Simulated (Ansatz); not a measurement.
## Elastic constants of CaAs2Pd2: input and output

Computed with DFT LDA, scalar-relativistic, plane waves, PAW (Ansatz 0.2.0).

Launched with:
```bash
ansatz run input.yaml --threads 2 --pin off --max-ram 6144MiB --backend cpu --events-out ev --progress --plain --runs-dir out
```

Input (bare energies are in eV):
```yaml
crystal:
  lattice:
    - [-2.1156203246, 2.1156203246, 5.0294789538]
    - [2.1156203246, -2.1156203246, 5.0294789538]
    - [2.1156203246, 2.1156203246, -5.0294789538]
  atoms:
    - { symbol: Ca, position: [0.0, 0.0, 0.0] }
    - { symbol: As, position: [0.379229851, 0.379229851, 0.0] }
    - { symbol: As, position: [0.620770149, 0.620770149, 0.0] }
    - { symbol: Pd, position: [0.75, 0.25, 0.5] }
    - { symbol: Pd, position: [0.25, 0.75, 0.5] }
basis:
  ecutwfc: 420
kpoints:
  mp_grid: { grid: [12, 12, 12] }
hamiltonian:
  xc: lda
scf:
  occupations: { method: fermi_dirac, width: 0.15 }
output:
  forces: true
  stress: true
  eigenvalues: true
elastic:
  mode: relaxed_ion
  amplitude: 0.005
  stencil: two_point
```

From the output:
```
--- Elastic constants: 4 strain directions × 2 members + reference (group order 16) ---
  dense FFT box of the reference and of every strained cell: 40×40×40
  strains applied: 11, 33, 23, 12; error gains: componentwise 1.00 (the most a stress slope's error grows in a printed constant), spectral 1.41 (1 for all six strains in a standard setting)
  reference relaxed by the batch: 3 steps; max|allowed force component| 2.38e-4 eV/Å at the deck's positions, 3.80e-9 at the last accepted step, 3.51e-9 by the solve of record
  largest displacement 1.3e-5 Å; the constants are those of the deck's cell at these positions:
  atoms:
    - { symbol: Ca, position: [5.689613591085191e-36, -4.850395586400125e-35, -4.2814342272916056e-35] }
    - { symbol: As, position: [0.37923116453814154, 0.37923116453814154, 4.1249698535367635e-36] }
    - { symbol: As, position: [0.6207688354618585, 0.6207688354618585, 1.2801630579941679e-36] }
    - { symbol: Pd, position: [0.75, 0.24999999999999997, 0.5] }
    - { symbol: Pd, position: [0.24999999999999997, 0.75, 0.5] }
  C = ∂σ_k/∂η_j (tension-positive GPa; Voigt order 11 22 33 23 13 12):
       152.493     63.481     95.027      0.000      0.000     -0.000
        63.481    152.493     95.027      0.000      0.000     -0.000
        95.036     95.036    162.982      0.000      0.000      0.000
         0.000      0.000      0.000     35.028      0.000      0.000
         0.000      0.000      0.000      0.000     35.028      0.000
         0.000      0.000      0.000      0.000      0.000     15.232
  reference stress σ⁰ (GPa):     -0.000     -0.000     -0.001     -0.000     -0.000      0.000
  C* (energy form; C + prestress term) asymmetry max|C*_kj − C*_jk| = 7.916e-3 GPa — a small one proves nothing (zero by symmetry where the batch's group is 432, −43m or m−3m); a large one is finite-difference/SCF noise where every solve ...
  moduli (Voigt/Reuss/Hill, GPa): K = 108.34/105.91/107.13   G = 31.35/27.30/29.33   E = 80.62   ν = 0.375
  mechanically stable: yes (min eigenvalue of sym C = 15.23 GPa)
  strain η (Voigt 11):  stress-route row diagonal C_11 = 152.49 GPa, energy-path curvature d²(F+E_count+ΔE)/dδ²/Ω₀ = 152.50 GPa
         δ    σ_11 (GPa) F (eV) n_scf n_hpsi n_pw
    -5.000e-3      -0.7662      -25013.1242743       6  145903   1768   relax 5 steps, max|allowed force component| 3.45e-5 eV/Å
     5.000e-3       0.7587      -25013.1242778       6  146370   1782   relax 3 steps, max|allowed force component| 1.61e-5 eV/Å
  strain η (Voigt 33):  stress-route row diagonal C_33 = 162.98 GPa, energy-path curvature d²(F+E_count+ΔE)/dδ²/Ω₀ = 162.97 GPa
         δ    σ_33 (GPa) F (eV) n_scf n_hpsi n_pw
    -5.000e-3      -0.8318      -25013.1241848       6   84360   1770   relax 3 steps, max|allowed force component| 2.57e-6 eV/Å
     5.000e-3       0.7980      -25013.1242190       6   84045   1788   relax 3 steps, max|allowed force component| 3.23e-6 eV/Å
  strain η (Voigt 23):  stress-route row diagonal C_44 = 35.03 GPa, energy-path curvature d²(F+E_count+ΔE)/dδ²/Ω₀ = 35.02 GPa
         δ    σ_23 (GPa) F (eV) n_scf n_hpsi n_pw
    -5.000e-3      -0.1751      -25013.1251003       6  247002   1776   relax 5 steps, max|allowed force component| 3.86e-5 eV/Å
     5.000e-3       0.1751      -25013.1251003       6  247083   1776   relax 4 steps, max|allowed force component| 2.50e-5 eV/Å
  strain η (Voigt 12):  stress-route row diagonal C_66 = 15.23 GPa, energy-path curvature d²(F+E_count+ΔE)/dδ²/Ω₀ = 15.23 GPa
         δ    σ_12 (GPa) F (eV) n_scf n_hpsi n_pw
    -5.000e-3      -0.0762      -25013.1252406       6  143984   1778   relax 1 steps, max|allowed force component| 4.97e-5 eV/Å
     5.000e-3       0.0762      -25013.1252406       6  143648   1778   relax 1 steps, max|allowed force component| 4.97e-5 eV/Å
```

It took 20 min on 2 threads of Intel(R) Xeon(R) Platinum 8175M CPU @ 2.50GHz (Skylake/Cascade Lake), with other jobs on the host, peak memory 1.7 GiB.

In a metal, frequencies and elastic constants depend on the k mesh and the smearing, soft modes and shear constants most.

The least eigenvalue is 15.2 GPa; in a metal on this mesh the verdict on stability isn't firm within about 20 GPa or a tenth of the bulk modulus.